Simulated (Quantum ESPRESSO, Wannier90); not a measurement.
## Tight-binding from DFT: GeSe₂ (I-42d)

```
begin unit_cell_cart
ang
    5.9366300000    0.0000000000    0.0000000000
    0.0000000000    5.9366300000    0.0000000000
   -2.9683150000   -2.9683150000    4.7856550000
end unit_cell_cart
begin atoms_frac
Ge   0.2500000000 -0.2500000000  0.5000000000
Ge   0.0000000000  0.0000000000  0.0000000000
Se  -0.3750000000 -0.3629600000 -0.2500000000
Se  -0.1129600000  0.3750000000  0.2500000000
Se   0.1250000000  0.1129600000 -0.2500000000
Se   0.3629600000 -0.1250000000  0.2500000000
end atoms_frac
```

Materials Project entry mp-10074; symmetrised, unrelaxed at this level. Not found in the COD (Crystallography Open Database) copy used; not checked further. Level: PBEsol, no spin polarisation, no spin-orbit coupling; pw.x of Quantum ESPRESSO at 69 Ry with PseudoDojo potentials, 4×4×4 k-points, Wannier90. Density: 6×6×6 mesh, cold smearing 0.01 Ry. Spin-orbit coupling, left out, would split the p-like bands by a few tenths of an eV.

A tight-binding model is made by disentanglement and projection with no localisation steps (num_iter = 0), so the 24 orbitals stay atom-like: hydrogen-like Ge: s;p; Se: s;p, axes along x, y, z; frozen window up to 3.08 eV relative to the valence-band maximum. It follows pw.x to 2.9 meV rms for states up to 2.6 eV relative to the valence-band maximum. Matrix elements depend on this choice of orbitals and windows.

Q: Which pairs of orbitals on different sites are coupled most strongly? Give distance, modulus and how many such pairs a cell has.

A: 
```tsv
orbital	orbital	distance of the centres (Å)	modulus (eV)	pairs
Ge py	Se s	2.36	1.57	8
Ge px	Se s	2.36	1.57	8
Ge s	Se px	2.40	1.56	4
Ge s	Se py	2.40	1.56	4
Ge py	Se px	2.40	1.52	8
Ge px	Se py	2.40	1.52	8
Ge s	Se s	2.37	1.49	8
Ge s	Se py	2.41	1.47	4
Ge s	Se px	2.41	1.47	4
Ge py	Se pz	2.38	1.35	4
Ge px	Se pz	2.38	1.35	4
Ge pz	Se py	2.39	1.31	4
Ge pz	Se px	2.40	1.31	4
Ge py	Se pz	2.40	1.31	4
Ge px	Se pz	2.40	1.31	4
Ge pz	Se s	2.37	1.23	8
Ge s	Se pz	2.39	1.22	8
Ge pz	Se px	2.41	1.20	4
Ge pz	Se py	2.41	1.20	4
Ge py	Se py	2.39	0.49	4
Ge px	Se px	2.39	0.49	4
Ge py	Ge py	3.83	0.39	2
Ge px	Ge px	3.83	0.39	2
Se py	Se pz	3.82	0.29	4
Se px	Se pz	3.82	0.29	4
Se px	Se px	3.79	0.27	8
Se py	Se py	3.79	0.27	8
Ge py	Se py	2.42	0.27	4
Ge px	Se px	2.42	0.27	4
Se pz	Se pz	4.14	0.27	4
```
